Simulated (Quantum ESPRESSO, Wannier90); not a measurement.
## RbBr (rock salt), plane waves to Wannier functions

Structure: Materials Project mp-22867, symmetrised, not relaxed again. COD (Crystallography Open Database) has an entry of this formula and space group (matched by these alone). Method: PBEsol plane waves in Quantum ESPRESSO 7.5 (PseudoDojo norm-conserving files, 37 Ry, spinors with spin-orbit coupling), Bloch states on a 6×6×6 mesh through Γ, Wannier90 4.0.1. Density: 8×8×8 mesh, cold smearing 0.01 Ry.

On the energy scale of pw.x, whose zero is arbitrary, the valence-band maximum lies at 1.17 eV.

Input w.win:

```
num_bands = 2
num_wann = 2
exclude_bands = 1-4,7-30
spinors = true
num_iter = 1000
conv_tol = 1.0e-6
conv_window = 4
write_hr = true
write_u_matrices = true
auto_projections = true
begin unit_cell_cart
ang
    0.0000000000    3.4559500000    3.4559500000
    3.4559500000    0.0000000000    3.4559500000
    3.4559500000    3.4559500000    0.0000000000
end unit_cell_cart
begin atoms_frac
Rb   0.0000000000  0.0000000000  0.0000000000
Br   0.5000000000  0.5000000000  0.5000000000
end atoms_frac
mp_grid = 6 6 6
begin kpoints
0.0000000000 0.0000000000 0.0000000000
0.0000000000 0.0000000000 0.1666666667
0.0000000000 0.0000000000 0.3333333333
... (213 more lines: the 6x6x6 mesh through Gamma)
end kpoints
```

Input of pw2wannier90.x that gives the overlap and projection files (equivalent; here they were cut from one run over all bands):

```
&inputpp
  outdir = './out'
  prefix = 'pwscf'
  seedname = 'w'
  write_amn = .true.
  write_mmn = .true.
  scdm_proj = .true.
  scdm_entanglement = 'isolated'
/
```

Output w.wout (banner and timings cut):

```
                                    ------
                                    SYSTEM
                                    ------

                              Lattice Vectors (Ang)
                    a_1     0.000000   3.455950   3.455950
                    a_2     3.455950   0.000000   3.455950
                    a_3     3.455950   3.455950   0.000000

                   Unit Cell Volume:      82.55290  (Ang^3)

                        Reciprocal-Space Vectors (Ang^-1)
                    b_1    -0.909039   0.909039   0.909039
                    b_2     0.909039  -0.909039   0.909039
                    b_3     0.909039   0.909039  -0.909039

 *----------------------------------------------------------------------------*
 |   Site       Fractional Coordinate          Cartesian Coordinate (Ang)     |
 +----------------------------------------------------------------------------+
 | rb   1   0.00000   0.00000   0.00000   |    0.00000   0.00000   0.00000    |
 | br   1   0.50000   0.50000   0.50000   |    3.45595   3.45595   3.45595    |
 *----------------------------------------------------------------------------*
                                ------------
                                K-POINT GRID
                                ------------

             Grid size =  6 x  6 x  6      Total points =  216

 *---------------------------------- MAIN ------------------------------------*
 |  Number of Wannier Functions               :                 2             |
 |  Number of Objective Wannier Functions     :                 2             |
 |  Number of input Bloch states              :                 2             |
 |  Output verbosity (1=low, 5=high)          :                 1             |
 |  Timing Level (1=low, 5=high)              :                 1             |
 |  Optimisation (0=memory, 3=speed)          :                 3             |
 |  Length Unit                               :               Ang             |
 |  Post-processing setup (write *.nnkp)      :                 F             |
 |  Using Gamma-only branch of algorithms     :                 F             |
 *----------------------------------------------------------------------------*
 *------------------------------- WANNIERISE ---------------------------------*
 |  Total number of iterations                :              1000             |
 |  Number of CG steps before reset           :                 5             |
 |  Trial step length for line search         :             2.000             |
 |  Convergence tolerence                     :         0.100E-05             |
 |  Convergence window                        :                 4             |
 |  Iterations between writing output         :                 1             |
 |  Iterations between backing up to disk     :               100             |
 |  Write r^2_nm to file                      :                 F             |
 |  Write xyz WF centres to file              :                 F             |
 |  Write on-site energies <0n|H|0n> to file  :                 F             |
 |  Use guiding centre to control phases      :                 F             |
 |  Use phases for initial projections        :                 F             |
 *----------------------------------------------------------------------------*
 *-------------------------------- PLOTTING ----------------------------------*
 |  Plotting Hamiltonian in WF basis          :                 T             |
 *----------------------------------------------------------------------------*

       ... (k-mesh section left out)

 Starting a new Wannier90 calculation ...

 Reading overlaps from w.mmn

 Reading projections from w.amn

 *------------------------------- WANNIERISE ---------------------------------*
 +--------------------------------------------------------------------+<-- CONV
 | Iter  Delta Spread     RMS Gradient      Spread (Ang^2)            |<-- CONV
 +--------------------------------------------------------------------+<-- CONV

 ------------------------------------------------------------------------------
 Initial State
  WF centre and spread    1  ( -0.000004, -0.000000,  0.000002 )     1.13459102
  WF centre and spread    2  (  0.000004,  0.000000, -0.000002 )     1.13143924
  Sum of centres and spreads ( -0.000000,  0.000000,  0.000000 )     2.26603026

      0     0.227E+01     0.0000000000        2.2660302619  <-- CONV
        O_D=      0.0034740 O_OD=      0.0021953 O_TOT=      2.2660303 <-- SPRD
 ------------------------------------------------------------------------------
      1    -0.460E-02     0.0451308592        2.2614300933  <-- CONV
        O_D=      0.0003903 O_OD=      0.0006788 O_TOT=      2.2614301 <-- SPRD
      2    -0.229E-03     0.0177198619        2.2612015668  <-- CONV
        O_D=      0.0002850 O_OD=      0.0005556 O_TOT=      2.2612016 <-- SPRD
      3    -0.406E-04     0.0080225191        2.2611610163  <-- CONV
        O_D=      0.0002722 O_OD=      0.0005279 O_TOT=      2.2611610 <-- SPRD
      4    -0.767E-05     0.0034504376        2.2611533413  <-- CONV
        O_D=      0.0002689 O_OD=      0.0005235 O_TOT=      2.2611533 <-- SPRD
      5    -0.532E-06     0.0009662134        2.2611528097  <-- CONV
        O_D=      0.0002686 O_OD=      0.0005232 O_TOT=      2.2611528 <-- SPRD
      6    -0.724E-07     0.0002920290        2.2611527372  <-- CONV
        O_D=      0.0002686 O_OD=      0.0005232 O_TOT=      2.2611527 <-- SPRD
      7    -0.119E-07     0.0001207431        2.2611527253  <-- CONV
        O_D=      0.0002686 O_OD=      0.0005232 O_TOT=      2.2611527 <-- SPRD
      8    -0.875E-08     0.0000951430        2.2611527166  <-- CONV
        O_D=      0.0002686 O_OD=      0.0005232 O_TOT=      2.2611527 <-- SPRD
             <<<     Delta < 1.000E-06  over  4 iterations     >>>
             <<< Wannierisation convergence criteria satisfied >>>
 Final State
  WF centre and spread    1  ( -0.000000,  0.000000,  0.000000 )     1.13057636
  WF centre and spread    2  (  0.000000,  0.000000, -0.000000 )     1.13057636
  Sum of centres and spreads ( -0.000000,  0.000000,  0.000000 )     2.26115272

         Spreads (Ang^2)       Omega I      =     2.260360937
        ================       Omega D      =     0.000268584
                               Omega OD     =     0.000523195
    Final Spread (Ang^2)       Omega Total  =     2.261152717
```
